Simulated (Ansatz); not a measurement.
# Ni3Pt (Pm-3m): spiral at q = 0

Computed with DFT, LDA, all-electron LAPW, scalar-relativistic in Ansatz.

Command: `ansatz run input.yaml --threads 2 --pin off --max-ram 6144MiB --backend cpu --events-out ev --progress --plain --runs-dir out`

```yaml
crystal:
  lattice:
    - [3.62456679, 0.0, 0.0]
    - [0.0, 3.62456679, 0.0]
    - [0.0, 0.0, 3.62456679]
  atoms:
    - { symbol: Ni, position: [0.5, 0.0, 0.5], spin: 0.6, spin_axis: [1.0, 0.0, 0.0] }
    - { symbol: Ni, position: [0.0, 0.5, 0.5], spin: 0.6, spin_axis: [1.0, 0.0, 0.0] }
    - { symbol: Ni, position: [0.5, 0.5, 0.0], spin: 0.6, spin_axis: [1.0, 0.0, 0.0] }
    - { symbol: Pt, position: [0.0, 0.0, 0.0], spin: 0.3, spin_axis: [1.0, 0.0, 0.0] }
magnetization:
  noncollinear: true
  spin_spiral: { q: [0.0, 0.0, 0.0] }
kpoints:
  mp_grid: { grid: [8, 8, 8] }
scf:
  occupations: { method: fermi_dirac, width: 0.05 }
  lower_state_search: "off"
hamiltonian:
  xc: lda
  pseudopotentials: { kind: all_electron, lapw: { basis_error: 0.001 } }
output:
  eigenvalues: false
```

The program prints:

```
settings of this run that can trade accuracy for cost: output.eigenvalues: false. Do not mix this run's numbers with those of runs without the same settings; the input reference describes each key
LAPW: plane waves up to 8.980 Å⁻¹, error target 1.0e-3 eV per atom; small_component_spin mean_spin; Ni in spheres of 1.250 Å, 18 of its electrons in bands, Dirac shells []; Pt in spheres of 1.313 Å, 42 of its electrons in bands, Dirac shells [] (how accurate: hamiltonian.pseudopotentials.lapw.basis_error, Limitations)
Engine: ansatz 0.2.0
Pseudopotentials: kind: all_electron
Pseudopotential: Ni, LAPW, valence charge 18, lapw/all_electron/scalar/gaussian/Ni, Koelling and Harmon's equation, gaussian nucleus
Pseudopotential: Pt, LAPW, valence charge 42, lapw/all_electron/scalar/gaussian/Pt, Koelling and Harmon's equation, gaussian nucleus
Functional definition: SPW92
  exchange = slater_x
  correlation = pw_c
Crystal: 4 atoms, lattice volume = 47.618 Å³
Basis set: ecut = 307.2658318562971 eV, 587 PW (Γ), exchange–correlation at level 2
Bands: 116, of which v1, the nominal top of the filled ones, is band 96 counted from 1 (95 counted from 0)
Symmetry: 48 space group operations
k-points: 35 of 512
Spin spiral: q = (0, 0, 0) of the reciprocal vectors; moments are told in the frame that turns with it, a site's in that at the site
Non-local potential: Ni, projectors of the file, none
Non-local potential: Pt, projectors of the file, none
Initial density: superposition of atomic densities (chi_scale 0.1, normalization cell)
Starting moments: Σ|m| = 2.1 μB on 4 of 4 sites
Initial wavefunctions: plane waves of lowest kinetic energy (no species holds an atomic orbital)
Functional: x = slater, c = lda
iter 1 solved again at ethr=2.24e-2 eV; its pass at ethr=1.00e-1 eV (dr2=2.15e1 eV) is discarded
SCF iter   1: F=—  HF=-624634.356217 eV  |F-HF|=—  |Δ(HF+E_count)|=         —  Δρ=1.49e-1  dr2=2.15e1  dr2_m=9.81e-2  ethr=2.24e-2  |M|=1.02e0 ∫|m|=1.04e0 μB  β_m=0.30  ⟨swp⟩=2.0  Hψ=26618  notcnv=0
preconditioner: auto → Kerker (q_TF=auto, 3.066 Å⁻¹)  [metal: Δε(μ)=0.006 eV  Ē_g=10.438 eV  σ=0.050 eV  W_gap=0.03  n_scr=26 (ndim 8)  ℏωp=34.0 eV  f_vac=0.000  D(μ)=5.67/eV (n_scr^D=80)]
spin=Noncollinear: Kerker preconditioning applied to the charge; magnetization (m_x, m_y, m_z) channels mix plain (no charge-response kernel on spin).
SCF iter   2: F=—  HF=-624634.980097 eV  |F-HF|=—  |Δ(HF+E_count)|=   6.24e-1  Δρ=7.97e-2  dr2=4.88e0  dr2_m=3.05e-2  ethr=2.24e-2  |M|=2.01e0 ∫|m|=2.07e0 μB  β_m=0.30  ⟨swp⟩=2.2  Hψ=11981  notcnv=0
iter 3 solved again at ethr=1.43e-4 eV; its pass at ethr=5.08e-3 eV (dr2=1.37e-1 eV) is discarded
SCF iter   3: F=—  HF=-624629.546043 eV  |F-HF|=—  |Δ(HF+E_count)|=    5.43e0  Δρ=1.15e-2  dr2=1.37e-1  dr2_m=1.60e-3  ethr=1.43e-4  |M|=1.75e0 ∫|m|=1.83e0 μB  β_m=0.30  ⟨swp⟩=2.0  Hψ=20638  notcnv=0
SCF iter   4: F=—  HF=-624629.511428 eV  |F-HF|=—  |Δ(HF+E_count)|=         —  Δρ=7.53e-3  dr2=5.40e-2  dr2_m=7.20e-4  ethr=1.43e-4  |M|=1.85e0 ∫|m|=1.94e0 μB  β_m=1.00  ⟨swp⟩=2.0  Hψ=11715  notcnv=0
the basis was enlarged: its passes take 4.6 MiB over the memory plan, 2 of 2 planned eigensolver slots
SCF iter   5: F=—  HF=-624629.508350 eV  |F-HF|=—  |Δ(HF+E_count)|=   3.08e-3  Δρ=7.80e-3  dr2=6.59e-2  dr2_m=6.15e-4  ethr=5.63e-5  |M|=1.93e0 ∫|m|=2.06e0 μB  β_m=1.00  ⟨swp⟩=2.0  Hψ=11713  notcnv=0
SCF iter   6: F=—  HF=-624629.504175 eV  |F-HF|=—  |Δ(HF+E_count)|=   4.18e-3  Δρ=4.47e-3  dr2=1.13e-3  dr2_m=2.18e-3  ethr=5.63e-5  |M|=2.09e0 ∫|m|=2.23e0 μB  β_m=1.00  ⟨swp⟩=2.0  Hψ=11416  notcnv=0
SCF iter   7: F=—  HF=-624629.509892 eV  |F-HF|=—  |Δ(HF+E_count)|=   5.72e-3  Δρ=4.68e-3  dr2=2.36e-2  dr2_m=1.64e-4  ethr=1.18e-6  |M|=2.07e0 ∫|m|=2.23e0 μB  β_m=0.30  ⟨swp⟩=3.0  Hψ=12441  notcnv=0
SCF iter   8: F=—  HF=-624629.504202 eV  |F-HF|=—  |Δ(HF+E_count)|=   5.69e-3  Δρ=1.12e-3  dr2=1.01e-3  dr2_m=1.37e-4  ethr=1.18e-6  |M|=2.13e0 ∫|m|=2.28e0 μB  β_m=1.00  ⟨swp⟩=2.1  Hψ=11717  notcnv=0
SCF iter   9: F=—  HF=-624629.504429 eV  |F-HF|=—  |Δ(HF+E_count)|=   2.26e-4  Δρ=8.15e-4  dr2=4.27e-5  dr2_m=7.26e-5  ethr=1.05e-6  |M|=2.15e0 ∫|m|=2.32e0 μB  β_m=1.00  ⟨swp⟩=2.0  Hψ=11714  notcnv=0
SCF iter  10: F=—  HF=-624629.504588 eV  |F-HF|=—  |Δ(HF+E_count)|=   1.60e-4  Δρ=4.83e-4  dr2=1.03e-5  dr2_m=2.54e-5  ethr=4.45e-8  |M|=2.17e0 ∫|m|=2.34e0 μB  β_m=1.00  ⟨swp⟩=2.0  Hψ=11714  notcnv=0
SCF iter  11: F=—  HF=-624629.504637 eV  |F-HF|=—  |Δ(HF+E_count)|=   4.92e-5  Δρ=1.94e-4  dr2=7.68e-6  dr2_m=4.10e-6  ethr=1.07e-8  |M|=2.18e0 ∫|m|=2.35e0 μB  β_m=0.30  ⟨swp⟩=2.0  Hψ=11714  notcnv=0
Mixer restart at iter 11: flushing history
spin-set hold released at iteration 11 (site moments contracting): the magnetisation degrees of freedom join the quasi-Newton model from the next iteration; the mixer history was flushed
SCF iter  12: F=—  HF=-624629.504642 eV  |F-HF|=—  |Δ(HF+E_count)|=   4.29e-6  Δρ=2.11e-4  dr2=3.72e-6  dr2_m=4.84e-6  ethr=8.00e-9  |M|=2.18e0 ∫|m|=2.35e0 μB  β_m=0.65  ⟨swp⟩=2.0  Hψ=11714  notcnv=0
SCF iter  13: F=—  HF=-624629.504666 eV  |F-HF|=—  |Δ(HF+E_count)|=   2.40e-5  Δρ=1.95e-4  dr2=3.73e-5  dr2_m=6.21e-7  ethr=3.88e-9  |M|=2.18e0 ∫|m|=2.35e0 μB  β_m=0.42  ⟨swp⟩=3.0  Hψ=12156  notcnv=0
SCF iter  14: F=—  HF=-624629.504653 eV  |F-HF|=—  |Δ(HF+E_count)|=   1.29e-5  Δρ=5.62e-5  dr2=5.98e-7  dr2_m=3.44e-7  ethr=3.88e-9  |M|=2.19e0 ∫|m|=2.36e0 μB  β_m=0.48  ⟨swp⟩=3.0  Hψ=12001  notcnv=0
SCF iter  15: F=—  HF=-624629.504652 eV  |F-HF|=—  |Δ(HF+E_count)|=   6.74e-7  Δρ=1.33e-5  dr2=1.61e-7  dr2_m=3.77e-9  ethr=6.23e-10  |M|=2.19e0 ∫|m|=2.36e0 μB  β_m=0.48  ⟨swp⟩=2.9  Hψ=11798  notcnv=0
SCF iter  16: F=-624629.504652 eV  HF=-624629.504652 eV  |F-HF|=1.70e-8  |Δ(HF+E_count)|=   3.59e-8  Δρ=7.43e-6  dr2=2.95e-8  dr2_m=9.06e-11  ethr=1.67e-10  |M|=2.19e0 ∫|m|=2.36e0 μB  ⟨swp⟩=2.0  Hψ=11714  notcnv=0
SCF 1 converged in 16 iterations: F = -624629.504652 eV  dr2 = 2.95e-8
SCF converged after 16 iterations
Magnetization: |M| = 2.1874 μB,  M = (+2.1874, -0.0000, +0.0000) μB
Absolute magnetization: 2.3607 μB (∫|m|)
  site 0: m = (+0.6415, -0.0000, +0.0000) μB, |m| = 0.6415 μB  (R = 1.25 Å)
  site 1: m = (+0.6415, -0.0000, +0.0000) μB, |m| = 0.6415 μB  (R = 1.25 Å)
  site 2: m = (+0.6415, -0.0000, +0.0000) μB, |m| = 0.6415 μB  (R = 1.25 Å)
  site 3: m = (+0.3218, -0.0000, +0.0000) μB, |m| = 0.3218 μB  (R = 1.31 Å)
Free energy (F): -624629.504652 eV
Harris-Foulkes:  -624629.504652 eV  (|F-HF|=1.70e-8)
Internal energy: -624629.448869 eV  (E = F + TS)
E sigma→0 (E₀):  -624629.476761 eV
Entropy (-TS):   -0.055783 eV (-13.946 meV/atom)
Fermi energy:    21.274155 eV
--- Per-component energies (eV) ---
  E_band       = -4298.991142
  E_kinetic    = 694289.868210
  E_xc         = -14403.323143
  E_electrostatic = -1304515.993936  (all electrons and nuclei)
  E_smearing   = -0.055783  (= −TS)
  E_closure    = 0.000000  (closes the sum)
  E_atoms      = -624596.986973  (free atoms, spherical and without spin; not in F)
  Σ components = -624629.504652   (vs F -624629.504652, Δ=0.00e0)
  Basis errors (estimates in eV, not in F): energy 2.6e-4 per atom: plane waves 2.1e-4 (1.1e-4 summed), levels above the bands 2.9e-105, relativity 5.6e-9, radial functions 5.4e-5, core shells 5.7e-7; eigenvalues (radial functions only) 9.9e-7; not estimated: angular momenta, meshes, grids; target (lapw.basis_error) 1.0e-3; muffin-tin radii Ni 1.250 Å, Pt 1.313 Å
settings of this run that can trade accuracy for cost: output.eigenvalues: false. Do not mix this run's numbers with those of runs without the same settings; the input reference describes each key
```

Site moments (μB): Ni1 0.64, Ni2 0.64, Ni3 0.64, Pt4 0.32. Cell moment 2.19 μB in the turning frame.

The Ansatz runs typed with the search for lower states off end where their start leads. Spin–orbit coupling is left out although heavy atoms are present. These are results for the start and cell typed. The real compound can order otherwise, in a larger cell, or not at all, since semilocal functionals at zero temperature often overstate magnetism.

It took 3.6 min on 2 threads of Intel(R) Xeon(R) Platinum 8488C (Sapphire Rapids) (shared host), peak memory 1.5 GiB.
